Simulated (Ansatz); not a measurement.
RbLaS2:
```cif
data_La3Rb3S6
_chemical_formula_sum 'Rb3 La3 S6'
_space_group_name_H-M_alt 'R-3m :H'
_space_group_IT_number 166
_space_group_name_Hall '-R 3 2"'
_cell_length_a 4.31766
_cell_length_b 4.31766
_cell_length_c 22.96615
_cell_angle_alpha 90.000
_cell_angle_beta 90.000
_cell_angle_gamma 120.000
loop_
_atom_site_label
_atom_site_type_symbol
_atom_site_symmetry_multiplicity
_atom_site_Wyckoff_symbol
_atom_site_fract_x
_atom_site_fract_y
_atom_site_fract_z
_atom_site_occupancy
Rb1 Rb 3 a 0.00000 0.00000 0.00000 1
La1 La 3 b 0.00000 0.00000 0.50000 1
S1 S 6 c 0.00000 0.00000 0.23307 1
```
(The calculation used a cell of 4 atoms; values per cell refer to that cell.)

Relaxed with r²SCAN.

**Question.** Tabulate the valence density and the electron localisation function along the shortest La–S contact (2.92 Å), plane-wave PAW r²SCAN (Ansatz code).

**Answer.** 

```tsv
distance from La (Å)	density (e/Å³)	ELF
0.29	1.43	0.10
0.44	1.57	0.43
0.58	1.65	0.72
0.73	1.50	0.83
0.88	1.14	0.84
1.02	0.74	0.75
1.17	0.46	0.48
1.32	0.30	0.24
1.46	0.26	0.23
1.61	0.30	0.43
1.75	0.39	0.69
1.90	0.56	0.82
2.05	0.79	0.86
2.19	1.04	0.85
2.34	1.16	0.76
2.48	1.01	0.50
2.63	0.60	0.13
```

The density is the valence pseudo-density with augmentation charge, so density and ELF within about 1 Å of a nucleus are not all-electron values.

The workflow started from a Materials Project entry (that database holds measured and hypothetical structures alike); the Crystallography Open Database files this formula in space group No. 166, but the cells were not matched. Its standing as an ambient phase is unchecked. Symmetry was held in the r²SCAN relaxation; whether a distortion lowers the energy is not shown. Scalar-relativistic: spin–orbit coupling is off unless named, which matters more the heavier the elements.

Potentials: the later of the program's two PAW sets.
